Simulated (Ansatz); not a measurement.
Ga2Cu, one cell by several methods

```
CELL_PARAMETERS angstrom
2.83000 0.00000 0.00000
0.00000 2.83000 0.00000
0.00000 0.00000 5.83900
ATOMIC_POSITIONS crystal
Ga 0.50000 0.50000 0.29500
Ga 0.50000 0.50000 0.70500
Cu 0.00000 0.00000 0.00000
```

Atoms are numbered in the order listed.

The conventional cell has a = 2.830 Å, b = 2.830 Å, c = 5.839 Å, α = 90.00°, β = 90.00°, γ = 90.00°. Ga (atom 1) is surrounded by 1 Ga at 2.39 Å and 4 Cu at 2.64 Å. Cu (atom 3) is surrounded by 8 Ga at 2.64 Å and 4 Cu at 2.83 Å.

The cell comes from COD entry 1524302, which wasn't checked; take it as a given geometry.

Levels of theory: DFT, PBEsol, PAW with Ansatz's default frozen-core files, scalar-relativistic (Ansatz 0.2.0); DFT, PBEsol, all-electron PAW with datasets made for the crystal, scalar-relativistic (Ansatz 0.2.0); DFT, PBEsol, all-electron LAPW, scalar-relativistic (Ansatz 0.2.0).

For PAW: a Γ-centred 14×14×7 k mesh, Fermi–Dirac smearing of 0.08 eV, cutoff 420 eV, no spin polarisation; the PAW files were made with PBE, and the program remakes their frozen cores for this functional. The crystal-made all-electron datasets (AE datasets) take a cutoff of 320 eV at this cell. LAPW targets a basis error of 1 meV/atom. The Ansatz runs share mesh, smearing and spin set-up. Plane-wave (PAW) pressures include the program's estimate of the Pulay term.

Stress and pressure are positive in compression.

Levels count from the Fermi level.

```json
{"quantity": "pressure (GPa)", "PAW": "-3.66", "AE datasets": "-3.62", "LAPW": "-3.62"}
{"quantity": "stress xx (GPa)", "PAW": "-4.78", "AE datasets": "-4.74", "LAPW": "-4.74"}
{"quantity": "stress zz (GPa)", "PAW": "-1.41", "AE datasets": "-1.37", "LAPW": "-1.38"}
{"quantity": "force on Ga1, z (eV/Å)", "PAW": "-1.043", "AE datasets": "-1.041", "LAPW": "-1.041"}
{"quantity": "highest filled level at Z (eV)", "PAW": "-1.603", "AE datasets": "-1.603", "LAPW": "-1.603"}
{"quantity": "lowest empty level at Z (eV)", "PAW": "0.939", "AE datasets": "0.940", "LAPW": "0.940"}
{"quantity": "highest filled level at X (eV)", "PAW": "-0.802", "AE datasets": "-0.801", "LAPW": "-0.801"}
{"quantity": "lowest empty level at X (eV)", "PAW": "1.796", "AE datasets": "1.796", "LAPW": "1.796"}
{"quantity": "highest filled level at Γ (eV)", "PAW": "-2.865", "AE datasets": "-2.866", "LAPW": "-2.865"}
{"quantity": "lowest empty level at Γ (eV)", "PAW": "6.279", "AE datasets": "6.282", "LAPW": "6.282"}
```

PAW's pressure differs from the LAPW value by -0.04 GPa.
